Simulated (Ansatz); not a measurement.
The start is a generated cell, ZnCu2SnS4 built in the kesterite structure type. Cell shape, volume and atoms are optimised at zero target pressure with PBEsol (plane waves to 420 eV, PAW, scalar-relativistic; Ansatz, a quantum-chemistry and plane-wave program). The first steps use a coarse 6×6×6 k-mesh.

Initial structure:
```
ZnCu2SnS4
1.0
   -2.71350     2.71350     5.43550
    2.71350    -2.71350     5.43550
    2.71350     2.71350    -5.43550
Cu Zn Sn S
2 1 1 4
Direct
  0.00000   0.00000   0.00000
  0.75000   0.25000   0.50000
  0.25000   0.75000   0.50000
  0.50000   0.50000   0.00000
  0.62900   0.62800   0.51300
  0.11500   0.11600   0.48700
  0.37200   0.88500   0.00100
  0.88400   0.37100   0.99900
```

**Question.** What is the largest force in the starting geometry, and on which atom (counted from 1)?

**Answer.** 0.65 eV/Å, on S5, S6, S7, S8 (atoms numbered as listed).

**Question.** By how much does the energy per atom fall from start to end?

**Answer.** 0.01 eV/atom.

**Question.** How does the volume per atom move from start to end?

**Answer.** -3.0 %, from 20.01 to 19.41 Å³/atom.

**Question.** How do the shortest distances between atoms change?

**Answer.** The closest pairs of elements (up to four, under 3.6 Å), start → end: Cu–S 2.33 → 2.27 Å; S–Zn 2.34 → 2.33 Å; S–Sn 2.41 → 2.45 Å; S–S 3.74 → 3.59 Å.

**Question.** What band gap does the relaxed structure have at this level?

**Answer.** 0.10 eV, direct at Γ (no spin-orbit coupling).

**Question.** Give the final cell and atomic positions.

**Answer.** 
```cif
data_Cu4S8Sn2Zn2
_chemical_formula_sum 'Cu4 Zn2 Sn2 S8'
_space_group_name_H-M_alt 'I-4'
_space_group_IT_number 82
_space_group_name_Hall 'I -4'
_cell_length_a 5.37483
_cell_length_b 5.37483
_cell_length_c 10.75107
_cell_angle_alpha 90.000
_cell_angle_beta 90.000
_cell_angle_gamma 90.000
loop_
_atom_site_label
_atom_site_type_symbol
_atom_site_symmetry_multiplicity
_atom_site_Wyckoff_symbol
_atom_site_fract_x
_atom_site_fract_y
_atom_site_fract_z
_atom_site_occupancy
Cu1 Cu 2 a 0.00000 0.00000 0.00000 1
Cu2 Cu 2 c 0.00000 0.50000 0.25000 1
Zn1 Zn 2 d 0.50000 0.00000 0.25000 1
Sn1 Sn 2 b 0.00000 0.00000 0.50000 1
S1 S 8 g 0.25966 0.26861 0.37001 1
```
(The calculation used a cell of 8 atoms; values per cell refer to that cell.)

The space group stays I-4 (No. 82) (the run could not lower it), with 8 atoms in the primitive cell. Final values are on a 9×9×9 k-mesh of the relaxed cell. No spin polarisation in the result.

The run could not lose the symmetry of its start; a randomly shaken copy of 8 atoms returns to this structure.
